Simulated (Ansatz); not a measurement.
Method: Ansatz, DFT PBE, scalar-relativistic, plane waves, PAW. Settings of the last relaxation (6-atom cell): 420 eV, 12×12×8 k points, Gaussian smearing of 0.10 eV, no spin polarisation.

The zero of energy is the elements' standard structures at the same level; no fitted shifts are applied.

Question: Propose a candidate for a hexagonal metal made of Al and Rh, with a formation energy near −0.62 eV/atom and a density near 6.00 g/cm³, in a cell of 6 atoms. Its symmetry should be P6_3/mmc (No. 194).

Answer: Al2Rh, space group P6_3/mmc (No. 194). Al on a site of symmetry -6m2 is surrounded by 3 Rh at 2.50 Å, 2 Rh at 2.67 Å and 6 Al at 2.84 Å; Al on a site of symmetry -3m has 2 Al at 2.67 Å, 6 Al at 2.84 Å and 6 Rh at 2.84 Å; Rh is surrounded by 3 Al at 2.50 Å, 2 Al at 2.67 Å and 6 Al at 2.84 Å.

```
Al Rh
1.0
     4.33174    0.00000    0.00000
    -2.16587    3.75140    0.00000
     0.00000    0.00000    5.34357
Al Rh
4 2
Direct
  0.33333 0.66667 0.75000
  0.66667 0.33333 0.25000
  0.00000 0.00000 0.00000
  0.00000 0.00000 0.50000
  0.33333 0.66667 0.25000
  0.66667 0.33333 0.75000
```

The volume per atom is 14.47 Å³, the density is 6.00 g/cm³ and the energy over the elements is −0.62 eV/atom. The gap on the 12×12×8 mesh of the 6-atom cell is 0 eV (a metal).

The structure comes from a generated guess, relaxed at this level; another structure or a mixture of phases may lie lower. Other answers may fit too; this one was computed.

Symmetry constrained the relaxation, so the result can be a saddle point. Another cell of Al2Rh relaxed alike, in P4/mmm, lies 69 meV/atom lower, so this cell isn't the stable form at this level.
